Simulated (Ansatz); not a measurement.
## Point defect: Pb vacancy in Pb

All numbers below come from DFT PBE, scalar-relativistic, plane waves, PAW (Ansatz 0.2.0). Settings: 420 eV cutoff, 3×3×3 k-mesh, Gaussian smearing of 0.10 eV, no spin polarisation.

Host crystal, relaxed:

```
CELL_PARAMETERS angstrom
0.00000 2.51954 2.51954
2.51954 0.00000 2.51954
2.51954 2.51954 0.00000
ATOMIC_POSITIONS crystal
Pb 0.00000 0.00000 0.00000
```

Supercell of 27 atoms, rows in host cell vectors: 3 -3 0; 3 0 -3; 3 0 0. Atoms relax at the host's cell, keeping the symmetry that the supercell leaves at the site. The cell is small, so energies carry finite-size errors of tenths of an eV. The host is a metal.

Spin-orbit coupling is left out, which matters for the bands and energies of heavy elements.

Defect: Pb vacancy at (0.000, 0.000, 0.000) of the host cell, charge 0.

**Question.** Give the relaxed supercell.

**Answer.**
```
CELL_PARAMETERS angstrom
-7.55863 7.55863 0.00000
-7.55863 0.00000 7.55863
0.00000 7.55863 7.55863
ATOMIC_POSITIONS crystal
Pb 0.34067 0.00000 0.00000
Pb 0.00000 0.34067 0.00000
Pb 0.00000 0.00000 0.34067
Pb 0.65933 0.00000 0.00000
Pb 0.33460 0.33460 0.99621
Pb 0.33460 0.99621 0.33460
Pb 0.00000 0.65933 0.00000
Pb 0.99621 0.33460 0.33460
Pb 0.00000 0.00000 0.65933
Pb 0.65933 0.34067 0.00000
Pb 0.65933 0.00000 0.34067
Pb 0.34067 0.65933 0.00000
Pb 0.33460 0.33460 0.33460
Pb 0.34067 0.00000 0.65933
Pb 0.00000 0.65933 0.34067
Pb 0.00000 0.34067 0.65933
Pb 0.66540 0.66540 0.00379
Pb 0.66617 0.33383 0.33383
Pb 0.66540 0.00379 0.66540
Pb 0.33383 0.66617 0.33383
Pb 0.33383 0.33383 0.66617
Pb 0.00379 0.66540 0.66540
Pb 0.66617 0.66617 0.33383
Pb 0.66617 0.33383 0.66617
Pb 0.33383 0.66617 0.66617
Pb 0.66540 0.66540 0.66540
```
Around the defect: 12 Pb at 3.64 Å. The run ended with a moment of 0.00 μB (no spin polarisation).

Cost: 2 runs of about 4.7 core-minutes in all, on Intel Xeon Processor @ 2.70GHz (shared hosts).